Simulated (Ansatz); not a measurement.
What DFT gives for ZrSF6

```yaml
crystal:
  lattice:
    - [0.00000, 4.18159, 4.18159]
    - [4.18159, 0.00000, 4.18159]
    - [4.18159, 4.18159, 0.00000]
  atoms:
    - { symbol: F, position: [0.24575, 0.75425, 0.24575] }
    - { symbol: F, position: [0.24575, 0.75425, 0.75425] }
    - { symbol: F, position: [0.75425, 0.24575, 0.75425] }
    - { symbol: F, position: [0.75425, 0.24575, 0.24575] }
    - { symbol: F, position: [0.24575, 0.24575, 0.75425] }
    - { symbol: F, position: [0.75425, 0.75425, 0.24575] }
    - { symbol: Zr, position: [0.00000, 0.00000, 0.00000] }
    - { symbol: S, position: [0.50000, 0.50000, 0.50000] }
```

Single point in Ansatz 0.2.0 with r2SCAN, no spin polarisation. Cutoff 500 eV, PAW datasets, 7×7×7 Γ-centred k mesh, fermi-dirac filling (width 0.0325 eV).

(1) Metal or insulator?

(2) Where is the largest force?

(3) How is the charge shared?

(4) What do density and ELF say about some of the short contacts?

Origin: a known structure type with other elements, at an estimated volume, so it need not be a known compound. Caveats: the exchange-correlation potential is rough where the density is thin; many states at the Fermi level without spin polarisation, so a magnetic state may lie lower; the Fermi level lies in a narrow band between gaps, which spin or distortion may split.

## Answers

(1) It is a metal, with about 7.3 states/eV a cell as the mean within 0.25 eV of the Fermi level, mostly S p (69 %) and F p (17 %).

(2) The largest is on F4 (and as large on other atoms): 1.27 eV/Å, components (-1.27, 0.00, 0.00). It makes 0° with the line to a nearest neighbour, Zr7 at 2.06 Å, pointing towards it.

(3) Bader charges in e: Zr +2.83, S +1.15, F -0.66. In the mean Zr gives up most and F takes most.

(4) F–Zr at 2.06 Å: least valence density 0.65 e/Å³ and ELF 0.18 there. F–S at 2.13 Å: least valence density 0.48 e/Å³ and ELF 0.26 there. Both are smooth PAW fields, read partly inside the augmentation spheres.
